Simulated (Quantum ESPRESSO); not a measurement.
# Pt2Ru3Al2W: input and log of a self-consistent run

Computed values, not a measurement. The program is pw.x of Quantum ESPRESSO 7.5 (plane-wave density functional theory). The cell is made up: eight metal atoms on a face-centred cubic lattice, with elements, volume, strain and displacements drawn at random and not relaxed, so it may be unstable or far from any real phase. PseudoDojo standard norm-conserving files set the functional (PBE unless stated); there is no spin polarisation or spin-orbit coupling, the Fermi-Dirac width of 0.25 eV means electrons at about 2900 K, and the masses in the input are unused placeholders. Heavy elements are run without spin-orbit coupling, which real alloys of them have. A spin test at this wide smearing found no moment, but such smearing suppresses magnetism that the real alloy may have.

Input:

```
&control calculation='scf', pseudo_dir='./dojo.nc.sr.pbe.v0_5.standard.upf', outdir='./o', disk_io='minimal', tprnfor=.true., tstress=.true. /
&system ibrav=0, nat=8, ntyp=4, nbnd=68, ecutwfc=84.00895049, nosym=.true., tot_charge=0,
 occupations='smearing', smearing='fd', degauss=0.0183746611
/
&electrons conv_thr=1.470e-08, electron_maxstep=70, mixing_beta=0.5 /
ATOMIC_SPECIES
Al 1.0 Al.upf
Pt 1.0 Pt.upf
Ru 1.0 Ru.upf
W 1.0 W.upf
CELL_PARAMETERS angstrom
0.0101 2.0272 1.9973
-3.9956 0.0047 -0.0249
0.0592 -8.0559 7.9361
ATOMIC_POSITIONS angstrom
Pt -0.056 0.069 0.0248
Ru -0.1043 -2.0033 2.0203
Ru 0.1205 -4.0591 3.9714
Al -0.0029 -5.9561 5.8024
Pt -1.9356 -0.0182 1.9952
W -1.9891 -1.9162 3.9446
Al -1.9869 -3.9754 5.8972
Ru -1.8872 -5.9902 8.0375
K_POINTS automatic
8 6 2 1 1 1
```

The log is shortened where brackets say so; the opening notice, blank lines, dates and the lines on written files are dropped, and the path of the files is cut. It prints rydbergs, bohrs and kilobars, and counts compression as positive stress. Its total energy is the free energy E - TS of the whole cell.

```
     Program PWSCF v.7.5
     Parallel version (MPI & OpenMP), running on       4 processor cores
     Number of MPI processes:                 4
     Threads/MPI process:                     1
     [start-up lines left out]
     bravais-lattice index     =            0
     lattice parameter (alat)  =       5.3779  a.u.
     unit-cell volume          =     867.6041 (a.u.)^3
     number of atoms/cell      =            8
     number of atomic types    =            4
     number of electrons       =       104.00
     number of Kohn-Sham states=           68
     kinetic-energy cutoff     =      84.0090  Ry
     charge density cutoff     =     336.0358  Ry
     scf convergence threshold =      1.5E-08
     mixing beta               =       0.5000
     number of iterations used =            8  plain     mixing
     Exchange-correlation= PBE
                           (   1   4   3   4   0   0   0)
     [axes and pseudopotential details left out]
   Cartesian axes
     site n.     atom                  positions (alat units)
         1        Pt     tau(   1) = (  -0.0196778   0.0242459   0.0087145  )
         2        Ru     tau(   2) = (  -0.0366499  -0.7039379   0.7099115  )
         3        Ru     tau(   3) = (   0.0423424  -1.4263237   1.3955069  )
         4        Al     tau(   4) = (  -0.0010190  -2.0929089   2.0389004  )
         5        Pt     tau(   5) = (  -0.6801488  -0.0063953   0.7010916  )
         6        W      tau(   6) = (  -0.6989482  -0.6733319   1.3860896  )
         7        Al     tau(   7) = (  -0.6981751  -1.3969124   2.0722121  )
         8        Ru     tau(   8) = (  -0.6631416  -2.1048913   2.8242903  )
     number of k points=    48  Fermi-Dirac smearing, width (Ry)=  0.0184
                       cart. coord. in units 2pi/alat
        k(    1) = (  -0.0599134  -0.0003644   0.0897258), wk =   0.0416667
        k(    2) = (  -0.0592508   0.0879574   0.0000784), wk =   0.0416667
     [further k points left out]
     Dense  grid:    90233 G-vectors     FFT dimensions: (  32,  45, 125)
     Estimated max dynamical RAM per process >     304.31 MB
     Estimated total dynamical RAM >       1.12 GB
     Initial potential from superposition of free atoms
     starting charge     103.9920, renormalised to     104.0000
     Starting wfcs are   68 randomized atomic wfcs
     total cpu time spent up to now is        4.3 secs
     per-process dynamical memory:   229.2 Mb
     Self-consistent Calculation
     iteration #  1     ecut=    84.01 Ry     beta= 0.50
     Davidson diagonalization with overlap
     ethr =  1.00E-02,  avg # of iterations =  5.8
     total cpu time spent up to now is       16.8 secs
     total energy              =   -1285.25865058 Ry
     estimated scf accuracy    <       7.04325012 Ry
     iteration #  2     ecut=    84.01 Ry     beta= 0.50
     Davidson diagonalization with overlap
     ethr =  6.77E-03,  avg # of iterations =  6.1
     total cpu time spent up to now is       32.2 secs
     total energy              =   -1278.63751747 Ry
     estimated scf accuracy    <     324.20887025 Ry
     iteration #  3     ecut=    84.01 Ry     beta= 0.50
     Davidson diagonalization with overlap
     ethr =  6.77E-03,  avg # of iterations =  7.9
     total cpu time spent up to now is       50.4 secs
     total energy              =   -1289.09013551 Ry
     estimated scf accuracy    <       9.32855165 Ry
     iteration #  4     ecut=    84.01 Ry     beta= 0.50
     Davidson diagonalization with overlap
     ethr =  6.77E-03,  avg # of iterations =  1.9
     total cpu time spent up to now is       59.5 secs
     total energy              =   -1289.34941002 Ry
     estimated scf accuracy    <      22.64951364 Ry
     iteration #  5     ecut=    84.01 Ry     beta= 0.50
     Davidson diagonalization with overlap
     ethr =  6.77E-03,  avg # of iterations =  1.0
     total cpu time spent up to now is       68.1 secs
     total energy              =   -1289.68214065 Ry
     estimated scf accuracy    <       6.38493730 Ry
     [iterations 6 to 13 left out]
     iteration # 14     ecut=    84.01 Ry     beta= 0.50
     Davidson diagonalization with overlap
     ethr =  3.59E-08,  avg # of iterations =  1.1
     total cpu time spent up to now is      152.5 secs
     total energy              =   -1289.92423001 Ry
     estimated scf accuracy    <       0.00000081 Ry
     iteration # 15     ecut=    84.01 Ry     beta= 0.50
     Davidson diagonalization with overlap
     ethr =  7.82E-10,  avg # of iterations =  2.5
     total cpu time spent up to now is      162.5 secs
     total energy              =   -1289.92423006 Ry
     estimated scf accuracy    <       0.00000024 Ry
     iteration # 16     ecut=    84.01 Ry     beta= 0.50
     Davidson diagonalization with overlap
     ethr =  2.28E-10,  avg # of iterations =  1.9
     total cpu time spent up to now is      171.9 secs
     total energy              =   -1289.92423007 Ry
     estimated scf accuracy    <       0.00000021 Ry
     iteration # 17     ecut=    84.01 Ry     beta= 0.50
     Davidson diagonalization with overlap
     ethr =  2.06E-10,  avg # of iterations =  1.0
     total cpu time spent up to now is      180.9 secs
     total energy              =   -1289.92423008 Ry
     estimated scf accuracy    <       0.00000051 Ry
     iteration # 18     ecut=    84.01 Ry     beta= 0.50
     Davidson diagonalization with overlap
     ethr =  2.06E-10,  avg # of iterations =  1.0
     total cpu time spent up to now is      189.4 secs
     End of self-consistent calculation
     [lines on levels left out]
!    total energy              =   -1289.92423008 Ry
     estimated scf accuracy    <       0.00000001 Ry
     smearing contrib. (-TS)   =      -0.11435702 Ry
     internal energy E=F+TS    =   -1289.80987306 Ry
     The total energy is F=E-TS. E is the sum of the following terms:
     one-electron contribution =    -805.29087082 Ry
     hartree contribution      =     456.24202148 Ry
     xc contribution           =    -234.53049137 Ry
     ewald contribution        =    -706.23053235 Ry
     convergence has been achieved in  18 iterations
     Forces acting on atoms (cartesian axes, Ry/au):
     atom    1 type  2   force =     0.03334013    0.01203349   -0.01320620
     atom    2 type  3   force =     0.02819990   -0.02453695    0.01798171
     atom    3 type  3   force =    -0.02210300    0.00290838    0.00667569
     atom    4 type  1   force =     0.00203506   -0.04354036    0.05118575
     atom    5 type  2   force =    -0.03330049    0.00309163    0.01029579
     atom    6 type  4   force =     0.00102929    0.00468817   -0.00900399
     atom    7 type  1   force =     0.00771868    0.00977528   -0.01419830
     atom    8 type  3   force =    -0.01691958    0.03558036   -0.04973046
     Total force =     0.117998     Total SCF correction =     0.000520
     Computing stress (Cartesian axis) and pressure
          total   stress  (Ry/bohr**3)                   (kbar)     P=     -132.69
  -0.00104812  -0.00001446  -0.00004824         -154.18       -2.13       -7.10
  -0.00001446  -0.00089015   0.00012739           -2.13     -130.95       18.74
  -0.00004824   0.00012739  -0.00076776           -7.10       18.74     -112.94
     init_run     :      3.97s CPU      4.14s WALL (       1 calls)
     electrons    :    181.18s CPU    185.08s WALL (       1 calls)
     forces       :      1.65s CPU      1.66s WALL (       1 calls)
     stress       :      5.83s CPU      5.98s WALL (       1 calls)
     [timing details left out]
     PWSCF        :   3m12.79s CPU   3m17.05s WALL
     JOB DONE.
```

In other units: free energy -17550.313 eV for the cell, pressure -13.27 GPa, largest force component 1.316 eV/Å in size. The run took 199 s of wall time with four MPI processes on a shared machine (Intel Xeon, 2023 or later, virtual cores), so the time is rough. A rerun of this cell at a higher cutoff and on a denser mesh moved values by no more than 0.008 eV in energy, 0.06 GPa in stress and 0.010 eV/Å in force, and a second program with other atomic files agreed on that cell to 2 % rms in force and 0.5 GPa in pressure.